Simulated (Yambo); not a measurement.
Yambo run on RbSO$_{2}$F (space group P2_1/m, No. 11). The wavefunctions are norm-conserving LDA (Quantum ESPRESSO, 84 Ry, no spin-orbit coupling) ones on a 2×2×2 mesh (34 occupied bands); a = 4.886 Å, b = 6.030 Å, c = 7.400 Å, α = γ = 90.00°, β = 107.79°.

Yambo input:

```
rim_cut
gw0
dyson
el_el_corr
HF_and_locXC
cohsex
em1s
RandQpts= 1000000
RandGvec= 1 Ry
EXXRLvcs= 84 Ry
VXCRLvcs= 336 Ry
Chimod= "HARTREE"
% BndsRnXs
 1 | 297 |
%
NGsBlkXs= 7 Ry
% LongDrXs
 1.0 | 1.0 | 1.0 |
%
ExtendOut
% QPkrange
 5 | 5 | 35 | 35 |
 6 | 6 | 34 | 35 |
%
```

k points by index: 5 = (-0.5, 0, 0), 6 = (-0.5, 0, -0.5).

Resulting energies as the program prints them:

```
#    K-point    Band    Eo [eV]    E [eV]    E-Eo [eV]    Vxc [eV]    Vnlxc [eV]    Sc|Eo [eV]    Re(Z)    Im(Z)
#
    5    35    4.026287    5.106403    1.080116    -15.07167    -10.46446    -3.527099    1.000000    0.000000
    6    34    0.000000    -3.586965    -3.586965    -17.95719    -22.66649    1.122336    1.000000    0.000000
    6    35    4.028218    5.109386    1.081168    -15.08371    -10.47794    -3.524606    1.000000    0.000000
```
(The two width columns are left out.) Convergence of these settings isn't established.

Geometry of the Materials Project entry, not relaxed at this level.
